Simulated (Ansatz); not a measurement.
SiGe:
```xyz
2
Lattice="3.6149 0.0000 0.0000 -1.8075 3.1306 0.0000 0.0000 0.0000 3.1939" Properties=species:S:1:pos:R:3 pbc="T T T"
Ge     0.0000     0.0000     0.0000
Si     1.8075     1.0435     1.5970
```

This is the r²SCAN-relaxed structure.

**Question.** All from DFT-r²SCAN in the program Ansatz with PAW potentials, unless another level is named. Give the electronic character.

**Answer.** metallic (no gap).

**Question.** And the formation energy from the elements (no fitted shifts)?

**Answer.** 0.56 eV/atom.

**Question.** Next, the density of states at the Fermi level?

**Answer.** 0.38 states/eV per atom (mean over ±0.08 eV).

**Question.** Give the gap with spin–orbit coupling.

**Answer.** none (metallic).

Space group P-6m2. A made-up cell: these elements were put on the sites of a structure type; neither database checked (COD, Materials Project) lists it. Its standing as an ambient phase is unchecked. Symmetry was held in the r²SCAN relaxation; whether a distortion lowers the energy is not shown. The references are the lowest solids computed at this level, not always the standard phases. Scalar-relativistic: spin–orbit coupling is off unless named, which matters more the heavier the elements.

Potentials: the later of the program's two PAW sets.
